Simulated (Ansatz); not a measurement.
AlGa₃N₄:
```xyz
8
Lattice="4.4653 0.0000 0.0000 0.0000 4.4653 0.0000 0.0000 0.0000 4.4653" Properties=species:S:1:pos:R:3 pbc="T T T"
Al     0.0000     0.0000     0.0000
Ga     2.2327     2.2327     0.0000
Ga     0.0000     2.2327     2.2327
Ga     2.2327     0.0000     2.2327
N      3.3729     3.3729     1.0924
N      3.3729     1.0924     3.3729
N      1.0924     1.0924     1.0924
N      1.0924     3.3729     3.3729
```

Tensor components refer to the Cartesian frame of this cell.

Question: Give the proper piezoelectric stress tensor with relaxed ions from r²SCAN in the plane-wave PAW code Ansatz.

Answer: In C/m², rows x, y, z, Voigt columns; mesh uncertainty up to 0.01.
```
0.00  0.00  0.00  0.39  0.00  0.00
0.00  0.00  0.00  0.00  0.39  0.00
0.00  0.00  0.00  0.00  0.00  0.39
```

The elastic tensor of the same run (GPa):

```json
[
 {"": "1", "1": "290", "2": "155", "3": "155", "4": "0.0", "5": "0.0", "6": "0.0"},
 {"": "2", "1": "155", "2": "290", "3": "155", "4": "0.0", "5": "0.0", "6": "0.0"},
 {"": "3", "1": "155", "2": "155", "3": "290", "4": "0.0", "5": "0.0", "6": "0.0"},
 {"": "4", "1": "0.0", "2": "0.0", "3": "0.0", "4": "168", "5": "0.0", "6": "0.0"},
 {"": "5", "1": "0.0", "2": "0.0", "3": "0.0", "4": "0.0", "5": "168", "6": "0.0"},
 {"": "6", "1": "0.0", "2": "0.0", "3": "0.0", "4": "0.0", "5": "0.0", "6": "168"}
]
```

Question: Convert to strain constants d = e·S.

Answer: In pC/N:
```
0.0  0.0  0.0  2.3  0.0  0.0
0.0  0.0  0.0  0.0  2.3  0.0
0.0  0.0  0.0  0.0  0.0  2.3
```

Space group P-43m. The workflow started from a Materials Project entry (that database holds measured and hypothetical structures alike); the Crystallography Open Database copy checked does not list it. With Al and Ga taken as one species the cell has the higher symmetry F-43m, so it may be an ordered model of a mixed-site phase. Whether it is the stable phase at ambient conditions was not checked. The cell was relaxed with r²SCAN under the symmetry of its start; its stability against distortions is not shown here. Signs of piezoelectric constants follow the polarity of the cell as given.

Potentials: the later of the program's two PAW sets.
